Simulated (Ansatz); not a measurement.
Relaxed-ion elastic tensor of S (bcc (W type), Im-3m) in GPa (Voigt order), plane-wave PAW r²SCAN+D4 (Ansatz code); density 3.42 g/cm³, 15.59 Å³ per atom.

```
      1     2     3      4      5      6
-  ----  ----  ----  -----  -----  -----
1   186  43.6  43.6    0.0    0.0    0.0
2  43.6   186  43.6    0.0    0.0    0.0
3  43.6  43.6   186    0.0    0.0    0.0
4   0.0   0.0   0.0  -74.5    0.0    0.0
5   0.0   0.0   0.0    0.0  -74.5    0.0
6   0.0   0.0   0.0    0.0    0.0  -74.5
```

Problem. Is the crystal mechanically stable?

Solution. No: the smallest eigenvalue of C is -74.5 GPa.

The cell is a constructed one: a structure type filled with these elements; neither database checked (COD, Materials Project) lists it. It is not the phase usual at ambient conditions (space group No. 70). The cell was relaxed with r²SCAN+D4 under the symmetry of its start. At this level the phase is mechanically unstable. As this level gives no gap, shear constants depend on the k-mesh and smearing (Fermi–Dirac, 0.1 eV here).

Potentials: the later of the program's two PAW sets.
